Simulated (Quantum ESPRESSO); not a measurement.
Kohn-Sham bands of TlCl (CsCl type)

```
TlCl
1.0
    3.83747     0.00000     0.00000
    0.00000     3.83747     0.00000
    0.00000     0.00000     3.83747
Tl Cl
1 1
Cartesian
  0.00000   0.00000   0.00000
  1.91873   1.91873   1.91873
```

Materials Project entry mp-23167; symmetrised, unrelaxed at this level. COD (Crystallography Open Database) has an entry of this formula and space group (matched by these alone). Computed values, not measurements, from LDA: Quantum ESPRESSO (norm-conserving PseudoDojo potentials, cutoff 50 Ry, no spin polarisation, no spin-orbit coupling) on a Γ-centred 8×8×8 mesh, then Wannier90. Density: 8×8×8 mesh, cold smearing 0.01 Ry. Spin-orbit coupling is left out although heavy elements are present.

Task: List the Kohn-Sham levels between −8 and 4.9 eV relative to the valence-band maximum at the high-symmetry points, as a band run of pw.x on that density gives them (levels within 2 meV counted together).

Result: 
```json
[
 {"point": "Γ", "k (reciprocal lattice)": "0.000 0.000 0.000", "levels (eV)": "-4.70, -1.49 (×3)"},
 {"point": "X", "k (reciprocal lattice)": "0.000 0.500 0.000", "levels (eV)": "-5.55, -1.04 (×2), 0.00, 1.87"},
 {"point": "M", "k (reciprocal lattice)": "0.500 0.500 0.000", "levels (eV)": "-3.50, -3.01 (×2), -0.99, 4.75 (×2)"},
 {"point": "R", "k (reciprocal lattice)": "0.500 0.500 0.500", "levels (eV)": "-2.29, -1.99 (×3), 2.35 (×3)"}
]
```
